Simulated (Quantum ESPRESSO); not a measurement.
## Kohn-Sham bands of InAs (zinc blende)

```
CELL_PARAMETERS angstrom
      0.00000     3.05356     3.05356
      3.05356     0.00000     3.05356
      3.05356     3.05356     0.00000
ATOMIC_POSITIONS crystal
  In 0.25000 0.25000 0.25000
  As 0.00000 0.00000 0.00000
```

Materials Project entry mp-20305; symmetrised, unrelaxed at this level. COD (Crystallography Open Database) has an entry of this formula and space group (matched by these alone). Computed values, not measurements, from PBEsol: Quantum ESPRESSO (norm-conserving PseudoDojo potentials, cutoff 68 Ry, spinors with spin-orbit coupling) on a Γ-centred 6×6×6 mesh, then Wannier90. Density: 10×10×10 mesh, cold smearing 0.01 Ry. With spin-orbit coupling a semilocal functional can close or falsely invert a small gap; the band order was not checked against a better method.

Energies are relative to the Fermi level; weights are on the orthonormalised atomic waves of the pseudopotential files, averaged over the group. 28 electrons a cell are treated as valence.

| bands | from (eV) | to (eV) | filling | weight on atomic waves |
|---|---|---|---|---|
| 1–4 | -35.59 | -35.58 | filled | … |
| 5–10 | -34.87 | -34.85 | filled | … |
| 11–14 | -14.95 | -14.83 | filled | … |
| 15–20 | -14.18 | -13.96 | filled | … |
| 21–22 | -11.80 | -9.85 | filled | … |

Question: Which atomic shells make up each group?

Answer: 
- 1–4, weight on atomic waves: As 3d 100 %
- 5–10, weight on atomic waves: As 3d 100 %
- 11–14, weight on atomic waves: In 4d 98 %
- 15–20, weight on atomic waves: In 4d 98 %
- 21–22, weight on atomic waves: As 4s 63 %, In 5p 21 %, In 5s 10 %

No gap over 0.05 eV opens at the Fermi level at this level of theory; semilocal functionals close the gap of some real semiconductors.
